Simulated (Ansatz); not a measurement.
A geometry of Te2Mo away from equilibrium: step 2 of the relaxation of a relaxed Te2Mo cell stretched uniformly to 130 % of its volume. Level of theory: PBE (plane waves to 420 eV, PAW, scalar-relativistic; Ansatz, a first-principles code). Γ-centred k-mesh 7×7×2 on the run's cell (coarser than for final values), Fermi–Dirac smearing 0.05 eV. The plane waves were selected for a different cell earlier on the path.

```xyz
6
Lattice="3.7269 0.0000 0.0000 -1.8635 3.2276 0.0000 0.0000 0.0000 16.1121" Properties=species:S:1:pos:R:3 pbc="T T T"
Mo     0.0000     2.1517    12.0841
Mo     1.8635     1.0759     4.0280
Te     0.0000     2.1517     2.3171
Te     1.8635     1.0759    10.3732
Te     1.8635     1.0759    13.7949
Te     0.0000     2.1517     5.7389
```

Give the Cartesian forces on all atoms (eV/Å).


```csv
atom,Fx,Fy,Fz
Mo1,0.00,0.00,0.00
Mo2,0.00,0.00,0.00
Te3,0.00,0.00,-0.53
Te4,0.00,0.00,-0.53
Te5,0.00,0.00,0.53
Te6,0.00,0.00,0.53
```

The path ends in P6₃/mmc (No. 194) (AFLOW prototype AB2_hP6_194_c_f (C7, as in MoS2)). No spin polarisation in the result. Without a van der Waals term the distances between weakly bound units are poorly fixed.

The run could not lose the symmetry of its start.

Without dispersion the volume is uncertain too.
